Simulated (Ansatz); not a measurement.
Ansatz (a quantum-chemistry and plane-wave program) input:

Ansatz 0.2 input:
```yaml
crystal:
  lattice:
    - [-1.5440192392, 1.5440192392, 1.5440192392]
    - [1.5440192392, -1.5440192392, 1.5440192392]
    - [1.5440192392, 1.5440192392, -1.5440192392]
  atoms:
    - { symbol: Ir, position: [0.0, 0.0, 0.0] }
kpoints:
  mp_grid: { grid: [14, 14, 14] }
  band_path:
    path:
      - [[0.0, 0.0, 0.0], [0.5, -0.5, 0.5], [0.0, 0.0, 0.5], [0.0, 0.0, 0.0], [0.25, 0.25, 0.25], [0.5, -0.5, 0.5]]  # Γ-H-N-Γ-P-H
      - [[0.25, 0.25, 0.25], [0.0, 0.0, 0.5]]  # P-N
    npoints: 12
basis: { ecutwfc: 600 }
hamiltonian:
  xc: r2scan
  pseudopotentials: { azcp: { folder: ./paw }, kind: paw_fr }
magnetization: { noncollinear: true, spin_orbit: true }
scf:
  n_extra_bands: 13
  convergence: { dr2_threshold: 0.0000000001 }
  occupations: { method: gaussian, width: 0.05 }
output: { eigenvalues: true }
```

Output (shortened):

```
Pseudopotential: Ir, paw, valence charge 17
Functional definition: r2SCAN
non-collinear run that drives no moment, with spin-orbit …
Crystal: 1 atoms, lattice volume = 14.724 Å³
Basis set: ecut = 600 eV, 531 PW (Γ), exchange–correlation on 96×96×96 points (64 copies of the dense FFT grid, shifted against one another)
Bands: 30, of which v1, the nominal top of the filled ones, is band 17 counted from 1 (16 counted from 0)
Symmetry: 48 space group operations + 48 with time reversal
k-points: 104 of 2744
Projection manifold: j_resolved (fully-relativistic pseudo-atomic orbitals)
iter 1 solved again at ethr=5.59e-4 eV; its pass at ethr=3.10e-3 eV (dr2=9.51e-2 eV) is discarded
SCF iter   1: F=—  HF=-11924.454822 eV  |F-HF|=—  |Δ(HF+E_count)|=         —  Δρ=3.20e-2  dr2=9.65e-2  dr2_τ=4.02e-3  dr2_m=0.00e0 (ungated)  ethr=5.59e-4  |M|=0.00e0 ∫|m|=0.00e0 μB  |m|>n=0.0e0 m-floor=0.0e0 τ_xc=0.0e0  β_m=0.30  ⟨swp⟩=2.3  Hψ=9682  notcnv=0
preconditioner: auto → none
SCF iter   2: F=—  HF=-11924.463693 eV  |F-HF|=—  |Δ(HF+E_count)|=   8.87e-3  Δρ=1.85e-2  dr2=1.62e-2  dr2_τ=6.32e-4  dr2_m=0.00e0 (ungated)  ethr=5.59e-4  |M|=0.00e0 ∫|m|=0.00e0 μB  |m|>n=0.0e0 m-floor=0.0e0 τ_xc=0.0e0  β_m=0.41  ⟨swp⟩=2.6  Hψ=2524  notcnv=0
SCF iter   3: F=—  HF=-11924.468461 eV  |F-HF|=—  |Δ(HF+E_count)|=   4.77e-3  Δρ=7.81e-3  dr2=1.89e-3  dr2_τ=1.02e-4  dr2_m=0.00e0 (ungated)  ethr=9.55e-5  |M|=0.00e0 ∫|m|=0.00e0 μB  |m|>n=0.0e0 m-floor=0.0e0 τ_xc=0.0e0  β_m=0.57  ⟨swp⟩=2.8  Hψ=2864  notcnv=0  defer=82
SCF iter   4: F=—  HF=-11924.469427 eV  |F-HF|=—  |Δ(HF+E_count)|=   9.66e-4  Δρ=1.06e-3  dr2=1.33e-4  dr2_τ=4.77e-6  dr2_m=0.00e0 (ungated)  ethr=1.11e-5  |M|=0.00e0 ∫|m|=0.00e0 μB  |m|>n=0.0e0 m-floor=0.0e0 τ_xc=0.0e0  β_m=0.64  ⟨swp⟩=2.0  Hψ=2436  notcnv=0  defer=82
SCF iter   5: F=—  HF=-11924.469386 eV  |F-HF|=—  |Δ(HF+E_count)|=   4.12e-5  Δρ=1.04e-4  dr2=4.37e-7  dr2_τ=3.18e-8  dr2_m=0.00e0 (ungated)  ethr=7.83e-7  |M|=0.00e0 ∫|m|=0.00e0 μB  |m|>n=0.0e0 m-floor=0.0e0 τ_xc=0.0e0  β_m=0.82  ⟨swp⟩=2.2  Hψ=2093  notcnv=0  defer=82
SCF iter   6: F=—  HF=-11924.469378 eV  |F-HF|=—  |Δ(HF+E_count)|=   7.41e-6  Δρ=1.52e-5  dr2=1.15e-8  dr2_τ=4.63e-9  dr2_m=0.00e0 (ungated)  ethr=2.57e-9  |M|=0.00e0 ∫|m|=0.00e0 μB  |m|>n=0.0e0 m-floor=0.0e0 τ_xc=0.0e0  β_m=0.83  ⟨swp⟩=2.0  Hψ=2367  notcnv=0  defer=82
SCF iter   7: F=—  HF=-11924.469379 eV  |F-HF|=—  |Δ(HF+E_count)|=   8.79e-9  Δρ=4.18e-6  dr2=1.16e-9  dr2_τ=3.37e-11  dr2_m=0.00e0 (ungated)  ethr=6.76e-11  |M|=0.00e0 ∫|m|=0.00e0 μB  |m|>n=0.0e0 m-floor=0.0e0 τ_xc=0.0e0  β_m=0.92  ⟨swp⟩=2.0  Hψ=1990  notcnv=0  defer=82
SCF iter   8: F=—  HF=-11924.469379 eV  |F-HF|=—  |Δ(HF+E_count)|=  6.49e-10  Δρ=1.74e-6  dr2=4.31e-10  dr2_τ=1.11e-11  dr2_m=0.00e0 (ungated)  ethr=6.79e-12  |M|=0.00e0 ∫|m|=0.00e0 μB  |m|>n=0.0e0 m-floor=0.0e0 τ_xc=0.0e0  β_m=0.96  ⟨swp⟩=2.3  Hψ=1979  notcnv=0  defer=82
SCF iter   9: F=-11924.469379 eV  HF=-11924.469379 eV  |F-HF|=1.27e-11  |Δ(HF+E_count)|=  8.19e-11  Δρ=1.69e-7  dr2=3.09e-12  dr2_τ=1.12e-13  dr2_m=0.00e0 (ungated)  ethr=1.00e-12  |M|=0.00e0 ∫|m|=0.00e0 μB  |m|>n=0.0e0 m-floor=0.0e0 τ_xc=0.0e0  ⟨swp⟩=1.6  Hψ=4334  notcnv=0
SCF 1 converged in 9 iterations: F = -11924.469379 eV  dr2 = 3.09e-12
NSCF: frozen V_eff on 74 k-points
SCF converged after 9 iterations
Magnetization: |M| = 0.0000 μB,  M = (+0.0000, +0.0000, +0.0000) μB
Absolute magnetization: 0.0000 μB (∫|m|)
  site 0: m = (+0.0000, +0.0000, +0.0000) μB, |m| = 0.0000 μB  (R = 1.10 Å)
Free energy (F): -11924.469379 eV
Harris-Foulkes:  -11924.469379 eV  (|F-HF|=1.27e-11)
Internal energy: -11924.466473 eV  (E = F + TS)
E sigma→0 (E₀):  -11924.467926 eV
Entropy (-TS):   -0.002906 eV (-2.906 meV/atom)
Fermi energy:    24.207810 eV
--- Per-component energies (eV) ---
  E_band       = -120.641469
  E_kinetic    = 526.820646
  E_local      = -1149.410055  (includes V_loc(G=0)·N_el)
  E_nonlocal   = 199.431836
  E_hartree    = 427.456366
  E_xc         = -211.426968
  E_vxc        = -273.481575  (∫ρ·V_xc dr)
  E_paw        = -9264.857542  (= ΣΔE_a)
  E_vpaw       = -295.974772  (= ΣTr[D̂ρ^β])
  E_aug_tail   = 0.000041  (compensation charges beyond the density's cutoff)
  E_vtau       = 17.059615  (kinetic-family band-sum trace: ∫τ·v_τ [+ j·A + Jᵃ·Aᵃ] dr)
  E_ewald      = -2452.149020
  E_core_change = -0.331776  (= ΣΔE_core)
  E_smearing   = -0.002906  (= −TS)
  E_closure    = 0.000000  (closes the sum)
  Σ components = -11924.469379   (vs F -11924.469379, Δ=0.00e0)
  [band-id]    e_kinetic+e_local+e_nonlocal+2·e_hartree+e_vxc+e_vpaw+e_augmentation_tail+e_vtau = -120.641532   (vs E_band -120.641469, Δ=-6.34e-5)
--- Band table (eV; the first three rows and the last of 104) ---
  k-point 0: bands = ["-70.1137", "-70.1137", "-36.0071", "-36.0071", "-22.4273", "-22.4273", "-22.4273", "-22.4273", "13.2688", "13.2688", "20.1168", "20.1168", "20.1168", "20.1168", "20.9452", "20.9452", "23.6607", "23.6607", "23.6607", "23.6607", …
  k-point 1: bands = ["-70.1103", "-70.1103", "-36.0166", "-36.0166", "-22.4639", "-22.4639", "-22.4346", "-22.4346", "13.5096", "13.5096", "20.0694", "20.0694", "20.1926", "20.1926", "21.0043", "21.0043", "23.5107", "23.5107", "23.6733", "23.6733", …
  k-point 2: bands = ["-70.1007", "-70.1007", "-36.0432", "-36.0432", "-22.5655", "-22.5655", "-22.4551", "-22.4551", "14.1911", "14.1911", "19.8835", "19.8835", "20.2277", "20.2277", "21.4117", "21.4117", "23.2109", "23.2109", "23.7216", "23.7216", …
  k-point 103: bands = ["-69.9908", "-69.9908", "-36.3217", "-36.3217", "-23.1106", "-23.1106", "-23.1106", "-23.1106", "16.8886", "16.8886", "16.8886", "16.8886", "25.4070", "25.4070", "25.4070", "25.4070", "26.3965", "26.3965", "30.3300", "30.3300", …
```

Cost: roughly 60 core-seconds on shared cores.

Space group Im-3m (bcc (W type)). The start of the workflow was typed in or built on a structure type; neither database checked (COD, Materials Project) lists it. It is not the phase usual at ambient conditions (space group No. 225). The r²SCAN relaxation kept the symmetry of its start. At this level the phase is mechanically unstable. No spin polarisation was allowed.

Potentials: the earlier of the program's two PAW sets.

Ansatz is a plane-wave DFT program.
